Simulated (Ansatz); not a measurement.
**Al$_{2}$Au: pressure against volume**

Al$_{2}$Au, Fm-3m, a = 6.003 Å. The structure is a COD entry; whether it is the stable form wasn't checked. Ansatz: PBEsol, PAW, 420 eV, Γ-centred 12×12×12 mesh on 3 atoms, Gaussian smearing 0.10 eV; no spin polarisation. Symmetry fixes shape and atoms, so the cell is only scaled; pressure is positive in compression.

| V (Å³/atom) | P (GPa) |
| --- | --- |
| 15.864 | ? |
| 16.404 | 13.52 |
| 16.945 | 8.23 |
| 17.486 | 3.76 |
| 18.027 | 0.00 |
| 18.568 | -3.17 |
| 19.108 | -5.83 |
| 19.830 | -8.71 |

Take V0 = 18.027 Å³/atom, fit the third-order Birch–Murnaghan form to the other rows, and predict the missing pressure.

With the Eulerian strain f = ½[(V0/V)^(2/3) − 1] and y = P/[3f(1 + 2f)^(5/2)], the form is the line y = B0 + 1.5 B0 (B0′ − 4) f. Rows (f, y): 0.03246, 118.6; 0.02106, 117.5; 0.01026, 116.1; -0.00976, 113.7; -0.01904, 112.5; -0.03079, 110.5. Means f = 0.0006983, y = 114.82; Σ(Δf)² = 0.003005, ΣΔfΔy = 0.3804; the slope is their ratio. y = 114.7 + 126.6 f GPa, so B0 = 114.7 GPa and B0′ = 4 + 2 × (126.6)/(3 × 114.7) = 4.74. At V = 15.864, f = 0.04447, y = 120.33 and P = 19.86 GPa. The run gave 19.78 GPa, so the fit is 0.08 GPa too high, a small miss on the scale of the series.

Spin–orbit coupling is left out, which can shift energies with elements as heavy as these.